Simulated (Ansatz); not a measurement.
## CsVI$_{3}$: which magnetic order is lowest?

```
Cs V I
1.0
     8.12400    0.00000    0.00000
    -4.06200    7.03559    0.00000
     0.00000    0.00000    6.77400
Cs V I
2 2 6
Direct
  0.33333 0.66667 0.25000
  0.66667 0.33333 0.75000
  0.00000 0.00000 0.00000
  0.00000 0.00000 0.50000
  0.16900 0.83100 0.75000
  0.33800 0.16900 0.25000
  0.16900 0.33800 0.75000
  0.83100 0.16900 0.25000
  0.66200 0.83100 0.75000
  0.83100 0.66200 0.25000
```

Method: r2SCAN in Ansatz 0.2.0, PAW datasets, plane waves to 500 eV, 5×5×5 Γ-centred mesh, fermi-dirac occupations of width 0.050 eV. The atoms are fixed and numbered as listed; spin is collinear, without spin-orbit coupling.

The cycle has several fixed points for this cell. Moments (μB):

| state | V3 | V4 | other atoms together | size of the net moment a cell |
| --- | --- | --- | --- | --- |
| A | 2.67 | -2.67 | 0.00 | 0.00 |
| B | 0.00 | 0.00 | 0.00 | 0.00 |
| C | 2.71 | 2.71 | -0.07 | 6.00 |

Site moments are taken in small spheres that don't touch (radius about 0.4 of the atom's shortest bond), so those of the magnetic atoms read low, and they needn't add up to the net moment. State B was run without spin polarisation.

Q: Which state has the lowest energy at zero smearing, and how far up are the others?

A: State A (antiparallel, compensated) is lowest; C (parallel moments) lies 15.3 meV above it, B (without moments) lies 472 meV above it, all counted an atom of the cell.

Q: Which states have a gap on the mesh, and what pressure does each exert on this cell?

A: A: gap 2.18 eV, -0.4 GPa; B: no gap, -2.0 GPa; C: gap 1.54 eV, -0.2 GPa (positive in compression).

Q: What do states C and A say about the exchange?

A: Between C and A the moments keep their size (2.71 against 2.67 μB in the mean), so the difference mostly measures the exchange between the flipped sites: the antiparallel order gains 77 meV for each V atom. The nearest flipped pair stands 3.39 Å apart. Flipped pairs are linked through I; the widest V–I–V angle among the nearer links is 71°, at 3.39 Å between the metal atoms.

Q: How much does the cell gain by forming moments?

A: 472 meV an atom of the cell, or 2358 meV for each V atom, against state B, which has none. A run without spin would miss this and give wrong energies and forces. That state isn't the paramagnet, which keeps its moments, so this is no ordering energy.

The cell is that of a Crystallography Open Database entry, unchanged.

Caveats: only orders that fit this cell and collinear spins were tried, so the true order may need a larger cell or canted moments; atoms and cell are not relaxed, and each state would relax in its own way; the k mesh is coarse, so differences of a few meV are uncertain where a state is a metal; one start a pattern, so a lower state of the same pattern may exist; the atoms stand off equilibrium, with forces up to 0.6 eV/Å.
